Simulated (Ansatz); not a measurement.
# TiC: do energies and stresses tell the same story?

Method: Ansatz 0.2.0, DFT PBEsol, scalar-relativistic, plane waves, PAW.

Cutoff 420 eV; k points 16×16×16 on the computed 2-atom cell (Γ-centred); Gaussian smearing, width 0.10 eV; no spin polarisation.

Relaxed cell: Fm-3m, a = 4.293 Å, b = 4.293 Å, c = 4.293 Å, α = 90.00°, β = 90.00°, γ = 90.00°, 2 atoms in the primitive cell.

Energies at zero smearing and pressures from the stress tensor, at volumes with shape and atoms relaxed:
| V (Å³/atom) | E − E(first) (meV/atom) | P (GPa) |
| --- | --- | --- |
| 8.705 | 0.00 | 43.98 |
| 9.002 | -68.51 | 30.37 |
| 9.299 | -113.63 | 18.68 |
| 9.596 | -138.64 | 8.63 |
| 9.892 | -146.39 | -0.02 |
| 10.189 | -139.26 | -7.46 |
| 10.486 | -119.34 | -13.87 |
| 10.882 | -75.91 | -21.05 |

Q: Check P = −dE/dV between neighbouring volumes, and get the bulk modulus from the pressures alone.

A: With 1 eV/Å³ = 160.2 GPa:
```json
{"middle V (Å³/atom)": "8.854", "−ΔE/ΔV (GPa)": "36.986", "mean P (GPa)": "37.176"}
{"middle V (Å³/atom)": "9.150", "−ΔE/ΔV (GPa)": "24.358", "mean P (GPa)": "24.523"}
{"middle V (Å³/atom)": "9.447", "−ΔE/ΔV (GPa)": "13.506", "mean P (GPa)": "13.651"}
{"middle V (Å³/atom)": "9.744", "−ΔE/ΔV (GPa)": "4.181", "mean P (GPa)": "4.301"}
{"middle V (Å³/atom)": "10.041", "−ΔE/ΔV (GPa)": "-3.851", "mean P (GPa)": "-3.744"}
{"middle V (Å³/atom)": "10.338", "−ΔE/ΔV (GPa)": "-10.753", "mean P (GPa)": "-10.669"}
{"middle V (Å³/atom)": "10.684", "−ΔE/ΔV (GPa)": "-17.583", "mean P (GPa)": "-17.461"}
```

The two differ by 0.19 GPa at most. The mean of two end pressures misses the average over a step by about ΔV² P″/12, up to 0.17 GPa here; with that taken off 0.02 GPa remains. Around V = 9.892 Å³/atom, the two neighbours give B = −V ΔP/ΔV = 9.892 × 16.09 / 0.594 = 268.2 GPa, against B0 = 267.0 GPa from the Birch–Murnaghan fit of the energies.